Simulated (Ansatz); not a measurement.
## Structures of AsP$_{2}$: which is lowest?

Plane-wave DFT in Ansatz with scalar-relativistic PAW potentials, cutoff 420 eV, Γ-centred meshes chosen by cell and gap, Gaussian smearing with energies taken to zero width. Every cell was relaxed (cell and atoms) in a run of its own, within the symmetry of its start. Functional: PBE.

Relaxed structures (starts from databases or built by putting these elements on another compound's sites):
A. Imm2, 3 atoms in the computed cell, a = 3.194 Å, b = 10.024 Å, c = 4.864 Å; sites (symmetry × multiplicity) P m.. × 4, As mm2 × 2; start: built
B. Pnnm, 6 atoms in the computed cell, a = 4.982 Å, b = 6.178 Å, c = 3.845 Å; sites (symmetry × multiplicity) P ..m × 4, As ..2/m × 2; start: built
C. I4/mmm, 3 atoms in the computed cell, a = 3.530 Å, c = 10.320 Å; sites (symmetry × multiplicity) P 4mm × 4, As 4/mmm × 2; start: built
D. Fd-3m, 6 atoms in the computed cell, a = 7.303 Å; sites (symmetry × multiplicity) P .-3m × 16, As -43m × 8; start: built

Q: Rank them by energy. Could pressure change the order?

A:
| structure | group | E − E(lowest) (meV/atom) | V (Å³/atom) | gap on mesh (eV) |
| --- | --- | --- | --- | --- |
| B | Pnnm | 0.0 | 19.73 | 0.00 |
| A | Imm2 | 191 | 25.96 | 0.00 |
| C | I4/mmm | 273 | 21.44 | 0.00 |
| D | Fd-3m | 573 | 16.23 | 0.00 |

B is lowest, 191 meV/atom under A. D is denser by 3.50 Å³/atom, so pressure favours it: ΔE/ΔV, with ΔE in eV and 1 eV/Å³ = 160.2 GPa, gives about 26 GPa for equal enthalpy if both cells were rigid; at such pressures compression changes ΔV much, so this is a scale only. Other structures may lie lower than all of these, and vibrations aren't counted.